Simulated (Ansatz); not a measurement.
Cu3Au:
```
Cu3Au
1.0
    3.78083     0.00000     0.00000
    0.00000     3.78083     0.00000
    0.00000     0.00000     3.78083
Au Cu
1 3
Direct
  0.00000   0.00000   0.00000
  0.00000   0.50000   0.50000
  0.50000   0.00000   0.50000
  0.50000   0.50000   0.00000
```

Relaxed with PBE.

### Question
Tabulate the valence density and the electron localisation function along the shortest Au–Cu contact (2.67 Å), plane-wave PAW PBE (Ansatz code).

### Answer


| distance from Au (Å) | density (e/Å³) | ELF |
|---|---|---|
| 0.27 | 12.09 | 0.69 |
| 0.40 | 9.43 | 0.63 |
| 0.53 | 6.71 | 0.57 |
| 0.67 | 4.31 | 0.52 |
| 0.80 | 2.33 | 0.46 |
| 0.94 | 1.10 | 0.38 |
| 1.07 | 0.63 | 0.31 |
| 1.20 | 0.42 | 0.28 |
| 1.34 | 0.32 | 0.26 |
| 1.47 | 0.30 | 0.21 |
| 1.60 | 0.34 | 0.16 |
| 1.74 | 0.48 | 0.15 |
| 1.87 | 1.00 | 0.17 |
| 2.01 | 2.46 | 0.21 |
| 2.14 | 6.37 | 0.31 |
| 2.27 | 16.25 | 0.52 |
| 2.41 | 35.22 | 0.77 |

The density is the valence pseudo-density with augmentation charge, so density and ELF within about 1 Å of a nucleus are not all-electron values.

Space group Pm-3m (Cu3Au type). The PBE relaxation kept the symmetry of its start; of distortions, only those at the zone centre were tested. No spin polarisation was allowed. Spin–orbit coupling is left out wherever it is not named.

Potentials: the later of the program's two PAW sets.
